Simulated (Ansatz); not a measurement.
C (graphite type, space group P6_3/mmc)

```
CELL_PARAMETERS angstrom
      2.46500     0.00000     0.00000
     -1.23250     2.13475     0.00000
      0.00000     0.00000     6.73046
ATOMIC_POSITIONS crystal
  C  0.00000 0.00000 0.25000
  C  0.00000 0.00000 0.75000
  C  0.33333 0.66667 0.25000
  C  0.66667 0.33333 0.75000
```

The volume is varied about the relaxed value V₀ at fixed cell shape. Symmetry pins the atoms to their sites.

Calculation: PBE-D3(BJ) (plane waves to 420 eV, PAW, scalar-relativistic; Ansatz, a first-principles code). k mesh 15×15×5 (Γ-centred), Fermi-Dirac smearing 0.05 eV. E stands for the smeared free energy. Stress and pressure are positive under compression. With the shape held, the modulus is that of even scaling; a crystal free to change shape is softer. C was relaxed with its symmetry unable to fall. The zero of ΔE is the relaxed starting cell. The last digit holds for this mesh only.

| V (Å³/atom) | ΔE (meV/atom) |
|---|---|
| 7.438 | 270.6 |
| 7.721 | 165.3 |
| 8.004 | withheld |
| 8.288 | 37.2 |
| 8.571 | 8.8 |
| 8.854 | 0.0 |
| 9.138 | 7.9 |
| 9.421 | 29.9 |
| 9.704 | 64.0 |
| 9.988 | 108.4 |
| 10.271 | 161.6 |

### Question
Fit a third-order Birch-Murnaghan form (E₀, V₀, B₀, B₀′ free) to the given rows and predict ΔE at V = 8.004.

### Answer
Least squares on the 10 given rows: ΔE = E₀ + (9V₀B₀/16)·y²·[2 + (B₀′ − 4)y], y = (V₀/V)^(2/3) − 1, with V₀ = 8.859 Å³/atom, B₀ = 290.5 GPa (160.2 GPa = 1 eV/Å³; the term in eV is multiplied by 1000), B₀′ = 3.68, E₀ = 0.30 meV/atom; root-mean-square residual 0.43 meV/atom. At 8.004 the fit gives 87.9 meV/atom; the calculation gives 88.4 meV/atom, so the interpolation is off by -0.5 (-0.6 %). For the pressure the fit gives 35.5 GPa against the computed 36.0 GPa.

(A scan under strain: stresses follow from slopes of the energy per volume, elastic moduli from its curvatures.)
